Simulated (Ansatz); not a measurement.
Recipe of this trial structure of HfGa₂As₂: random cell by space group and Wyckoff sites (P6mm, No. 183). Lengths were set from tabulated atomic sizes, so they are only a guess.

```yaml
crystal:
  lattice:
    - [4.21222, 0.00000, 0.00000]
    - [-2.10611, 3.64789, 0.00000]
    - [0.00000, 0.00000, 7.91126]
  atoms:
    - { symbol: Hf, position: [0.00000, 0.00000, 0.03575] }
    - { symbol: Ga, position: [0.33333, 0.66667, 0.92354] }
    - { symbol: Ga, position: [0.66667, 0.33333, 0.92354] }
    - { symbol: As, position: [0.33333, 0.66667, 0.19940] }
    - { symbol: As, position: [0.66667, 0.33333, 0.19940] }
```

The calculation used DFT PBE, scalar-relativistic, plane waves, PAW (Ansatz 0.2.0). Cutoff 420 eV, Gaussian smearing, Γ-centred meshes. Cell and atoms relax first on a coarse mesh and then on a finer one. In between, the cell is made exact in the group found at 0.06 Å. In metals the finer mesh still leaves noise of several meV/atom or more. The steps can't lower the symmetry of their start. No spin polarisation.

A guess keeps its type if space group and coordination stay and the shape of the cell changes little (axis ratios within about 15 %, angles within 6°); the volume may change.

**Question.** Does it keep its structure type, or change into something else?

**Answer.** It doesn't keep its type. The symmetry stays P6mm (No. 183). The volume per atom shrinks by 16.9 %, from 24.3 to 20.2 Å³. The shortest distance goes from 2.18 Å (Ga–As) to 2.64 Å (Ga–As). The ratio c/a of the conventional cell changes by a factor of 0.63. Counting neighbours within 15 % of an atom's shortest distance, the start has As 4, Ga 4, Hf 12 and the end As 8, Ga 5, Hf 12. In detail, at the end Hf is surrounded by 6 As at 2.91 Å and 6 Ga at 3.14 Å; Ga is surrounded by 2 As at 2.64–2.79 Å, 3 Ga at 2.67 Å and 3 Hf at 3.14 Å; around As lie 2 Ga at 2.64–2.79 Å, 3 As at 2.67 Å and 3 Hf at 2.91 Å.

Space group P6mm (No. 183). a = 4.632 Å, b = 4.632 Å, c = 5.438 Å, α = 90.00°, β = 90.00°, γ = 120.00°
| atom | site | symmetry | x | y | z |
| --- | --- | --- | --- | --- | --- |
| Hf | 1a | 6mm | 0.0000 | 0.0000 | 0.0925 |
| Ga | 2b | 3m. | 0.3333 | 0.6667 | 0.7903 |
| As | 2b | 3m. | 0.3333 | 0.6667 | 0.3042 |

Formation energies are uncorrected and refer to the elements' standard structures at the same level.

**Question.** At what energy does it end?

**Answer.** −0.09 eV/atom.

The last run used a 12×12×8 mesh (in the run's order of axes) for its 5-atom cell and Gaussian smearing of 0.10 eV. These runs have no spin–orbit coupling, which can matter for Hf. The reference form of As is held partly by dispersion forces, which this level lacks. A structure relaxed within its symmetry needn't be a true minimum. Another cell of HfGa2As2 relaxed alike, in P-3m1, lies 258 meV/atom lower, so this cell isn't the stable form at this level.
